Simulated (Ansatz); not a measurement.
Sb, DFT, PBEsol, all-electron LAPW, scalar-relativistic (Ansatz 0.2.0), run on 1 thread of Arm Neoverse V2 on a shared host.

The structure is an experimental refinement, used without relaxation. The listed cell was then made from it by scaling, straining or moving an atom.

Command: `ansatz run input.yaml --threads 1 --pin off --max-ram 3072MiB --backend cpu --events-out ev --progress --plain --runs-dir out`

```yaml
crystal:
  lattice:
    - [2.1325272058, 1.2312151563, 3.7125363276]
    - [-2.1325272058, 1.2312151563, 3.7125363276]
    - [0.0, -2.4624303126, 3.7125363276]
  atoms:
    - { symbol: Sb, position: [0.23364, 0.23364, 0.23364] }
    - { symbol: Sb, position: [0.76636, 0.76636, 0.76636] }
kpoints:
  mp_grid: { grid: [9, 9, 9] }
scf:
  occupations: { method: fermi_dirac, width: 0.05 }
hamiltonian:
  xc: pbesol
  pseudopotentials: { kind: all_electron, lapw: { basis_error: 0.0005 } }
output:
  forces: true
  stress: true
  eigenvalues: true
```

(1) How large is the problem that the program sets up?

(2) Estimate the wall time and the peak memory.

(3) And the same cell and mesh by PAW with the default files, asked for forces, stress, eigenvalues, efg, on the same hardware?

## Answers

(1) 85 irreducible k-points, 549 plane waves at Γ, 28 bands.

(2) 21 s of wall time for 6 SCF iterations, with a peak of 0.44 GiB. Times on shared machines scatter by tens of per cent.

(3) 5.3 s, peak memory 0.39 GiB.
